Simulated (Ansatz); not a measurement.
Hf2InC:
Space group P6₃/mmc (No. 194); a = 3.3136 Å, b = 3.3136 Å, c = 14.8008 Å, α = 90.00°, β = 90.00°, γ = 120.00°

```csv
atom,site,symmetry,x,y,z
Hf,4f,3m.,0.3333,0.6667,0.0822
In,2d,-6m2,0.6667,0.3333,0.2500
C,2a,-3m.,0.0000,0.0000,0.0000
```

Relaxed at zero pressure with DFT-r²SCAN in the program Ansatz with PAW potentials.

Question: The volume is lowered by 3 % and shape and atoms relax at that volume. What pressure results, and how do the axes share the change?

Answer: 4.5 GPa; a -1.0 %, b -1.0 %, c -1.1 %; the energy rises by 7 meV/atom.

Question: Give the new structure.

Answer: 
Space group P6₃/mmc (No. 194); a = b = 3.2815 Å, c = 14.6388 Å, α = β = 90.00°, γ = 120.00°

```csv
atom,site,symmetry,x,y,z
Hf,4f,3m.,0.3333,0.6667,0.0831
In,2d,-6m2,0.6667,0.3333,0.2500
C,2a,-3m.,0.0000,0.0000,0.0000
```

The phase is kept; no other phase was compared at this pressure.

Space group P6_3/mmc. The workflow started from a Materials Project entry (that database holds measured and hypothetical structures alike); the Crystallography Open Database copy checked does not list it. Whether it is the stable phase at ambient conditions was not checked. The cell was relaxed with r²SCAN under the symmetry of its start; whether a distortion lowers the energy is not shown. The run is not spin-polarised. Spin–orbit coupling is left out wherever it is not named.

Potentials: the later of the program's two PAW sets.
